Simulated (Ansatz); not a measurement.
An Ansatz input:

```yaml
crystal:
  lattice:
    - [-1.9395473058, 1.9395473058, 1.9395473058]
    - [1.9395473058, -1.9395473058, 1.9395473058]
    - [1.9395473058, 1.9395473058, -1.9395473058]
  atoms:
    - { symbol: La, position: [0.0, 0.0, 0.0] }
hamiltonian:
  xc: lda
  pseudopotentials:
    kind: paw
    azcp:
      La: "pseudopotentials/La.paw.azcp"
basis:
  ecutwfc: 420
  fft_grid_basis: typed
kpoints:
  mp_grid: { grid: [12, 12, 12], shift: [0, 0, 0] }
magnetization:
  spin_polarized: false
scf:
  occupations: { method: fermi_dirac, width: 0.1 }
  lower_state_search: "off"
output:
  stress: true
```

Terminal output

```
Warning: the record states the generating functional pbe (its physics header spells it `PBE`), which answers neither for hamiltonian.xc's functional nor for the lda family's — results may be inconsistent (PPs are generated against a specific XC)
Engine: ansatz 0.2.0, x86_64-unknown-linux-gnu
Pseudopotentials: kind: paw
Pseudopotential: La, paw, valence charge 11, recommended cutoff 420 eV (normal) 
Functional definition: SPW92
  exchange = slater_x
  correlation = pw_c
Crystal: 1 atoms, lattice volume = 29.185 Å³
Basis set: ecut = 420 eV, 603 PW (Γ)
Bands: 10, of which v1, the nominal top of the filled ones, is band 6 counted from 1 (5 counted from 0)
Symmetry: 48 space group operations
Space group: Im-3m (ITA 229), of the structure as read, at distance tolerance 3.1e-5 Å
k-points: 72 of 1728
Non-local potential: La, projectors of the file, l = 0: 3, l = 1: 2, l = 2: 2, l = 3: 3
PAW form: soft (Blöchl's): semilocal exchange-correlation on the pseudo side does not see the compensation charge
PAW frozen core: La, regenerated for the run's functional, and the local potential with it (the file was generated under x = pbe(κ = 0.804, μ = 0.2195149727645171), c = pbe(β = 0.06672455060314922))
PAW one-centre angular grid: La, 590 points (default); XC on 64 Gauss nodes
Initial density: superposition of atomic densities (neutral atoms: chi_scale 0, normalization atom), corrected by the library's trained network
Initial wavefunctions: pseudopotential atomic-orbital guess
Functional: x = slater, c = lda
SCF iter   1: F=—  HF=-6075.990717 eV  |F-HF|=—  |Δ(HF+E_count)|=         —  Δρ=3.52e-3  dr2=1.01e-3  ethr=1.77e-3  ⟨swp⟩=4.3  Hψ=3482  notcnv=0
SCF iter   2: F=—  HF=-6075.990845 eV  |F-HF|=—  |Δ(HF+E_count)|=   1.28e-4  Δρ=1.91e-3  dr2=2.94e-4  ethr=9.22e-6  ⟨swp⟩=2.2  Hψ=1637  notcnv=0
SCF iter   3: F=—  HF=-6075.991052 eV  |F-HF|=—  |Δ(HF+E_count)|=   2.07e-4  Δρ=2.16e-4  dr2=6.45e-6  ethr=2.67e-6  ⟨swp⟩=2.2  Hψ=1047  notcnv=0
SCF iter   4: F=—  HF=-6075.991055 eV  |F-HF|=—  |Δ(HF+E_count)|=   3.39e-6  Δρ=2.82e-5  dr2=1.57e-7  ethr=5.87e-8  ⟨swp⟩=2.5  Hψ=1111  notcnv=0
iter 5 did not close the SCF: its close was put off for the readings that it lacked (scf_convergence_deferred on its scf_iter line)
SCF iter   5: F=-6075.991055 eV  HF=-6075.991055 eV  |F-HF|=7.46e-10  |Δ(HF+E_count)|=   7.90e-8  Δρ=8.83e-6  dr2=1.64e-8  ethr=1.43e-9  ⟨swp⟩=1.9  Hψ=939  notcnv=0
SCF iter   6: F=-6075.991055 eV  HF=-6075.991055 eV  |F-HF|=2.25e-10  |Δ(HF+E_count)|=   1.61e-9  Δρ=1.33e-6  dr2=4.99e-10  ethr=1.49e-10  ⟨swp⟩=2.0  Hψ=2137  notcnv=0
SCF 1 converged in 6 iterations: F = -6075.991055 eV  dr2 = 4.99e-10
SCF converged after 6 iterations
Free energy (F): -6075.991055 eV
Harris-Foulkes:  -6075.991055 eV  (|F-HF|=2.25e-10)
Internal energy: -6075.910534 eV  (E = F + TS)
E sigma→0 (E₀):  -6075.950794 eV
Entropy (-TS):   -0.080522 eV (-80.522 meV/atom)
Fermi energy:    14.124630 eV
--- Per-component energies (eV) ---
  E_band       = -7.970303
  E_kinetic    = 198.313351
  E_local      = -255.280913  (includes V_loc(G=0)·N_el)
  E_nonlocal   = 98.731059
  E_hartree    = 83.390717
  E_xc         = -140.534354
  E_vxc        = -150.294369  (∫ρ·V_xc dr)
  E_paw        = -5243.543288  (= ΣΔE_a)
  E_vpaw       = -66.220559  (= ΣTr[D̂ρ^β])
  E_aug_tail   = -0.000000  (compensation charges beyond the density's cutoff)
  E_ewald      = -817.309822
  E_core_change = 0.322716  (= ΣΔE_core)
  E_smearing   = -0.080522  (= −TS)
  E_closure    = -0.000000  (closes the sum)
  Σ components = -6075.991055   (vs F -6075.991055, Δ=0.00e0)
--- Stress (GPa, compression-positive) ---
        4.347241      -0.000000       0.000000
       -0.000000       4.347241      -0.000000
       -0.000000       0.000000       4.347241
  P = ⅓ Tr σ = 4.3472 GPa (43.472 kbar)
```
